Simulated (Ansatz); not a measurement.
AlRu2C:
Space group P6₃/mmc (No. 194); a = 2.8784 Å, b = 2.8784 Å, c = 13.3535 Å, α = 90.00°, β = 90.00°, γ = 120.00°

```json
[
 {"atom": "Al", "site": "2d", "symmetry": "-6m2", "x": "0.6667", "y": "0.3333", "z": "0.2500"},
 {"atom": "Ru", "site": "4f", "symmetry": "3m.", "x": "0.3333", "y": "0.6667", "z": "0.0959"},
 {"atom": "C", "site": "2a", "symmetry": "-3m.", "x": "0.0000", "y": "0.0000", "z": "0.0000"}
]
```

Relaxed at zero pressure with DFT-r²SCAN in the program Ansatz with PAW potentials.

Q: The volume is lowered by 6 % and shape and atoms relax at that volume. What pressure results, and how do the axes share the change?

A: 16.6 GPa; a -2.5 %, b -2.5 %, c -1.1 %; the energy rises by 35 meV/atom.

Q: Give the new structure.

A: 
Space group P6₃/mmc (No. 194); a = b = 2.807 Å, c = 13.203 Å, α = β = 90.00°, γ = 120.00°

```json
[
 {"atom": "Al", "site": "2d", "symmetry": "-6m2", "x": "0.6667", "y": "0.3333", "z": "0.2500"},
 {"atom": "Ru", "site": "4f", "symmetry": "3m.", "x": "0.3333", "y": "0.6667", "z": "0.0980"},
 {"atom": "C", "site": "2a", "symmetry": "-3m.", "x": "0.0000", "y": "0.0000", "z": "0.0000"}
]
```

The phase is kept; no other phase was compared at this pressure.

Space group P6_3/mmc. The start of the workflow was typed in or built on a structure type; neither database checked (COD, Materials Project) lists it. Its standing as an ambient phase is unchecked. The r²SCAN relaxation kept the symmetry of its start; whether a distortion lowers the energy is not shown. The run is not spin-polarised.

Potentials: the later of the program's two PAW sets.
